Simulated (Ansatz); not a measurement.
An Ansatz (a first-principles code) input:

Ansatz 0.2 input:
```yaml
crystal:
  lattice:
    - [0.0, 2.3256177316, 2.3256177316]
    - [2.3256177316, 0.0, 2.3256177316]
    - [2.3256177316, 2.3256177316, 0.0]
  atoms:
    - { symbol: C, position: [0.0, 0.0, 0.0] }
    - { symbol: Hf, position: [0.5, 0.5, 0.5] }
kpoints:
  mp_grid: { grid: [11, 11, 11] }
  band_path:
    path:
      - [[0.0, 0.0, 0.0], [0.5, 0.0, 0.5], [0.625, 0.25, 0.625]]  # Γ-X-U
      - [[0.375, 0.375, 0.75], [0.0, 0.0, 0.0], [0.5, 0.5, 0.5], [0.5, 0.25, 0.75], [0.5, 0.0, 0.5]]  # K-Γ-L-W-X
    npoints: 12
basis: { xc_grid: 2 }
hamiltonian:
  xc: pbe
  pseudopotentials: { kind: paw }
magnetization: { noncollinear: true, spin_orbit: true }
scf:
  n_extra_bands: 12
  convergence: { dr2_threshold: 0.0000000001 }
  occupations: { method: gaussian, width: 0.05 }
output: { eigenvalues: true }
```

**Question.** How many symmetry operations and irreducible k-points will the run report?

**Answer.** 48 operations, 56 of 1331 k-points.

**Question.** With a cutoff of 420 eV, how many plane waves at Γ?

**Answer.** 531.

It took very roughly 19 core-seconds on shared server cores.

Space group Fm-3m (rock salt). Symmetry was held in the PBE relaxation; of distortions, only those at the zone centre were tested. No spin polarisation was allowed.

Potentials: the later of the program's two PAW sets.

Ansatz is a plane-wave DFT program.
